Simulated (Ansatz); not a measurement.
GeAs:
```
GeAs
1.0
   -1.84085     1.84085     2.94108
    1.84085    -1.84085     2.94108
    1.84085     1.84085    -2.94108
Ge As
1 1
Direct
  0.99472   0.99472   0.00000
  0.41928   0.41928   0.00000
```

Relaxed with PBEsol. Special points in fractions of this cell's reciprocal vectors: Γ (0.000, 0.000, 0.000); X (0.000, 0.000, 0.500); P (0.250, 0.250, 0.250); N (0.000, 0.500, 0.000); M (0.500, 0.500, -0.500); S (0.348, 0.652, -0.348); S0 (-0.348, 0.348, 0.348); R (-0.196, 0.196, 0.500); G (0.500, 0.500, -0.196).

Question: List the band energies nearest the Fermi level at these points for PBEsol in the plane-wave PAW code Ansatz.

Answer: In eV from the Fermi level; about four levels below and three above (degenerate sets whole), none deeper than 8.9 eV; points with the same levels are listed once.

| k | below | above |
|---|---|---|
| Γ | -2.43 -1.08 -1.08 -0.54 | 3.56 4.83 4.83 |
| X | -6.69 -6.25 -4.10 -2.77 | 1.95 6.63 10.25 |
| P | -7.50 -5.39 -5.39 -0.41 | 2.65 5.21 5.21 |
| N | -1.90 -0.14 | 0.68 1.65 2.44 |
| M | -7.87 -3.64 -3.02 -3.02 | 3.18 8.56 8.56 |
| S | -8.84 -5.41 -1.98 -0.29 | 4.64 5.67 7.38 |
| R | -8.40 -5.49 -4.35 -0.14 | 4.03 6.19 7.47 |

Space group I4mm. The workflow started from a Materials Project entry (that database holds measured and hypothetical structures alike); the Crystallography Open Database copy checked does not list it. Its standing as an ambient phase is unchecked. The PBEsol relaxation kept the symmetry of its start; whether a distortion lowers the energy is not shown. Spin–orbit coupling is left out wherever it is not named.

Potentials: the later of the program's two PAW sets.
